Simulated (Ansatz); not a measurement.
Pt (fcc, Cu type)

```
Pt
1.0
    0.00000     1.98513     1.98513
    1.98513     0.00000     1.98513
    1.98513     1.98513     0.00000
Pt
1
Direct
  0.00000   0.00000   0.00000
```

Level of theory: PBE (plane waves to 420 eV, PAW, scalar-relativistic; Ansatz, an electronic-structure program). DFPT wavenumbers on a 20×20×20 k mesh, in cm⁻¹ and rounded to 5; i marks imaginary ones, q is in fractions of the reciprocal vectors of the cell shown, and the three acoustic modes at Γ are left out. Pt is run without spin polarisation. Pt was relaxed with its symmetry unable to fall. Spin-orbit coupling is left out, though Pt is heavy.

Q: Does any mode at L = (0.5, 0.0, 0.0), X = (0.5, 0.5, 0.0) come out imaginary?

A: No imaginary mode at these points (lowest 90 cm⁻¹ at L = (0.5, 0.0, 0.0)); other wave vectors were not tested.

Q: List the wavenumbers at L = (0.5, 0.0, 0.0), X = (0.5, 0.5, 0.0), with degeneracies.

A: 
```tsv
q	wavenumbers (cm⁻¹)
L = (0.5, 0.0, 0.0)	90 (×2), 185
X = (0.5, 0.5, 0.0)	120 (×2), 180
```
